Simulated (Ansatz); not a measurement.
**Rh: energy along a strain**

Rh, P6_3/mmc, a = 2.731 Å, c = 4.428 Å (as given, not relaxed at this level: -13.7 GPa). This isn't the element's structure at ambient conditions. Ansatz: PBEsol, PAW, 420 eV, Γ-centred 18×18×12 mesh on 2 atoms, Gaussian smearing 0.15 eV; no spin polarisation. Cell vectors (Å): 2.731 0.000 0.000; -1.365 2.365 0.000; 0.000 0.000 4.428. The cell is strained by x per cent times the pattern (0 0 0 0 0 1) in the order xx yy zz yz xz xy (engineering shears), with fractional coordinates held. y is the free energy over the start, V0 = 14.302 Å³/atom. Symmetry makes y even in x.

| x (%) | y (meV/atom) |
| --- | --- |
| -4.00 | ? |
| -2.00 | 2.24 |
| 0.00 | 0.00 |
| 0.50 | 0.14 |
| 1.00 | 0.56 |
| 1.50 | 1.26 |
| 2.50 | 3.50 |
| 3.00 | 5.04 |
| 3.50 | 6.86 |

Problem. Fit y = c2 x² + c4 x⁴ to the other rows, get the stiffness along the pattern, and predict the missing energy.

Solution. Least squares on the rows shown. y = 0.5600 x² + 0 x⁴. The clamped-ion stiffness p·C·p = 2 × 5.600 eV × 160.2 / 14.302 Å³ = 125 GPa, which is C66 in these axes (second derivative at the start, which stands under stress). At x = -4.00 the fit asked for gives 8.96 meV/atom. The run gave 8.96 meV/atom, the same to the digits shown.